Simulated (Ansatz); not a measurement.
InSb:
```
CELL_PARAMETERS angstrom
      4.63662     0.00000     0.00000
     -2.31831     4.01543     0.00000
      0.00000     0.00000    10.17940
ATOMIC_POSITIONS crystal
  In 0.50021 0.00000 0.66667
  In 0.00000 0.50021 0.33333
  In 0.49979 0.49979 0.00000
  Sb 0.50012 0.00000 0.16667
  Sb 0.00000 0.50012 0.83333
  Sb 0.49988 0.49988 0.50000
```

Relaxed with r²SCAN.

Question: Tabulate the valence density and the electron localisation function along the shortest In–Sb contact (2.87 Å), plane-wave PAW r²SCAN (Ansatz code).

Answer: 

```csv
distance from In (Å),density (e/Å³),ELF
0.29,9.36,0.00
0.43,6.29,0.03
0.57,3.69,0.11
0.72,1.90,0.21
0.86,0.93,0.24
1.01,0.52,0.23
1.15,0.38,0.27
1.29,0.33,0.45
1.44,0.33,0.63
1.58,0.37,0.66
1.72,0.45,0.56
1.87,0.59,0.43
2.01,0.89,0.34
2.15,1.65,0.23
2.30,3.65,0.10
2.44,7.84,0.02
2.59,14.19,0.00
```

The density is the valence pseudo-density with augmentation charge, so density and ELF within about 1 Å of a nucleus are not all-electron values.

Space group P6_222. The start of the workflow was typed in or built on a structure type; neither database checked (COD, Materials Project) lists it. It is not the phase usual at ambient conditions (space group No. 216). The r²SCAN relaxation kept the symmetry of its start; whether a distortion lowers the energy is not shown. Spin–orbit coupling is left out wherever it is not named.

Potentials: the later of the program's two PAW sets.
